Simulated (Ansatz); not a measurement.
## Fixed-spin-moment curve of Ni

System: Ni, an experimental structure (space group Fm-3m); the cell holds 1 atom. The computed pressure is over 10 GPa in size, so the cell is far from the computed equilibrium volume (the chosen U may not suit it). Source: COD entry 2102245; the sample's temperature and pressure aren't taken into account, and it need not be the stable phase.

```
Ni
1.0
     0.00000    1.78100    1.78100
     1.78100    0.00000    1.78100
     1.78100    1.78100    0.00000
Ni
1
Cartesian
  0.0000 0.0000 0.0000
```

Atoms are numbered from 1 in the order listed.

These are results of DFT, LDA+U, PAW, plane waves, scalar-relativistic (Ansatz development build ahead of 0.2.0), not measurements.

| Setting | Value |
| --- | --- |
| Hubbard term (Dudarev form) | U − J = 4.2 eV on Ni d, on Löwdin-orthonormalised all-electron atomic orbitals |
| Plane-wave cutoff | 420 eV |
| k-point mesh | 15×15×15 (Γ-centred) |
| Occupations | Gaussian smearing, 0.05 eV |
| Valence electrons | 18 |

Moments by site are taken inside atomic spheres; the rest lies between them.

A small moment in a metal is sensitive to the mesh and the smearing. A static U favours moments and orbital order; the result depends on U and need not be the measured state. The U is a test value, not one fitted to this metal, and a U on a metal's d shells tends to overstate moments.

The total moment of the cell is held fixed (separate Fermi levels for the two spins), shared at the start among the Ni atoms with one sign; no search for lower states follows. F is the free energy per cell, and F(lowest) that of the lowest run, the runs with a free moment included. A row is the solution that its start led to, not a proven minimum at that M. The run at M = 0 starts without moments and gives the spin-unpolarised solution. The cell holds one magnetic atom, so only parallel order fits; orders in a larger cell may lie lower. The program warns that the SCF threshold is loose for stress, so pressures can be off by 0.1 GPa or more.

The run at M = 0.97 μB took 2.1 s on 2 threads of Intel(R) Xeon(R) Platinum 8375C CPU @ 2.90GHz, with other jobs on the host, peak memory 0.34 GiB.

| fixed M (μB/cell) | F − F(lowest) (meV/cell) | moments of Ni1 (μB) | pressure (GPa) |
| --- | --- | --- | --- |
| 0.00 | 140 | 0.00 | -23.6 |
| 0.24 | 110 | 0.27 | -23.3 |
| 0.49 | 31 | 0.54 | -22.3 |
| 0.73 | 6 | 0.77 | -20.6 |
| 0.97 | 76 | 0.98 | -17.9 |
| 1.21 | 264 | 1.18 | -14.0 |
| 1.46 | 591 | 1.38 | -8.8 |
| 1.70 | 1194 | 1.56 | -6.7 |
| 1.94 | 1828 | 1.74 | 0.4 |

The lowest fixed-moment run is the one at M = 0.73 μB (6 meV). With the constraint released: “usual moment scaled by 0.1, free total moment [Ni1 0.20 μB]” ends at 0.65 μB, 0 meV; “usual moment, free total moment [Ni1 2.00 μB]” ends at 0.65 μB, 0 meV. The runs at M = 1.70, 1.94 μB read as a possible saddle point, so a lower state may exist there.
